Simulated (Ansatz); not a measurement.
## AlC3: what symmetry allows forces and stress to be

```
Al C
1.0
     3.27491    0.00000    0.00000
     0.00000    3.27491    0.00000
     0.00000    0.00000    3.37115
Al C
1 3
Direct
  0.00000 0.00000 0.99783
  0.00000 0.50000 0.47529
  0.50000 0.00000 0.47529
  0.50000 0.50000 0.05159
```

These are results of DFT PBEsol, scalar-relativistic, plane waves, PAW in Ansatz, not measurements.

Settings: cutoff 420 eV, Γ-centred mesh 12×12×12 on the computed 4-atom cell, Gaussian smearing of 0.10 eV; no spin polarisation.

This distorted cell has space group P4mm, with 8 operations.

Question: Without a calculation: in which directions can each atom feel a force?

Answer: A force must be left unchanged by every operation that keeps its atom in place, so it lies in the space that those operations leave fixed. Atoms that the group maps onto each other feel forces of one size.
| atom | site symmetry | operations at the site | equivalent to atom | allowed force (Cartesian) |
| --- | --- | --- | --- | --- |
| Al1 | 4mm | 8 | 1 | along (0.00, 0.00, 1.00) |
| C2 | 2mm. | 4 | 2 | along (0.00, 0.00, 1.00) |
| C3 | 2mm. | 4 | 2 | along (0.00, 0.00, 1.00) |
| C4 | 4mm | 8 | 4 | along (0.00, 0.00, 1.00) |

That leaves 3 independent force components of 12, tied by 1 condition that the forces sum to zero, so 2 remain. A relaxation in this cell that keeps the symmetry moves the atoms in these directions alone.

Question: And the stress tensor?

Answer: It must be invariant under the point group, which leaves 2 independent components: yz, xz, xy vanish; xx = yy.

Question: Do the computed values obey this?

Answer: Yes. Forces (eV/Å):
```
Al1  0.000  0.000 -0.861
C2   0.000  0.000 -0.559
C3   0.000  0.000 -0.559
C4   0.000  0.000  1.978
```

Stress (GPa, compression positive, xx yy zz yz xz xy): -15.43 -15.43 -22.13 0.00 0.00 0.00. The program imposes the same operations on density, forces and stress, so this confirms the analysis and is no independent test of the calculation.